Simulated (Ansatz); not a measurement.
Mo2C (space group Pbcn)

```
CELL_PARAMETERS angstrom
      4.70497     0.00000     0.00000
      0.00000     6.00996     0.00000
      0.00000     0.00000     5.17639
ATOMIC_POSITIONS crystal
  Mo 0.24590 0.87746 0.07967
  Mo 0.75410 0.12254 0.92033
  Mo 0.25410 0.62254 0.57967
  Mo 0.74590 0.37746 0.42033
  Mo 0.74590 0.62254 0.92033
  Mo 0.25410 0.37746 0.07967
  Mo 0.75410 0.87746 0.42033
  Mo 0.24590 0.12254 0.57967
  C  0.50000 0.87720 0.75000
  C  0.50000 0.12280 0.25000
  C  0.00000 0.62280 0.25000
  C  0.00000 0.37720 0.75000
```

Equation-of-state scan: isotropic scaling of the cell above, V₀ being its volume. The atoms relax within the cell's symmetry.

Computed with PBEsol (plane waves to 420 eV, PAW, scalar-relativistic; Ansatz, a first-principles code). k mesh 8×6×7 (Γ-centred), Fermi-Dirac smearing 0.05 eV. E stands for the smeared free energy. Compression counts positive. With the shape held, the modulus is that of even scaling; a crystal free to change shape is softer. Mo2C is run without spin polarisation. Mo2C was relaxed with its symmetry unable to fall. The zero of ΔE is the relaxed starting cell. The last digit holds for this mesh only.

```
V (Å³/atom)  ΔE (meV/atom)
-----------  -------------
10.246            withheld
10.571               275.2
10.896               167.0
11.222                89.2
11.547                37.7
11.872                 9.0
12.198                 0.0
12.523                 8.1
12.848                31.0
13.173                66.5
13.499               112.7
13.824               167.7
14.149               229.7
```

### Question
Fit a third-order Birch-Murnaghan form (E₀, V₀, B₀, B₀′ free) to the given rows and predict ΔE at V = 10.246.

### Answer
Least squares on the 12 given rows: ΔE = E₀ + (9V₀B₀/16)·y²·[2 + (B₀′ − 4)y], y = (V₀/V)^(2/3) − 1, with V₀ = 12.196 Å³/atom, B₀ = 311.3 GPa (160.2 GPa = 1 eV/Å³; the term in eV is multiplied by 1000), B₀′ = 4.63, E₀ = 0.41 meV/atom; root-mean-square residual 0.37 meV/atom. At 10.246 the fit gives 420.5 meV/atom; the calculation gives 418.3 meV/atom, so the extrapolation is off by 2.2 (+0.5 %). For the pressure the fit gives 81.4 GPa against the computed 80.0 GPa.

(Under strain, the slope of the energy per volume gives the stress and its curvature an elastic modulus.)
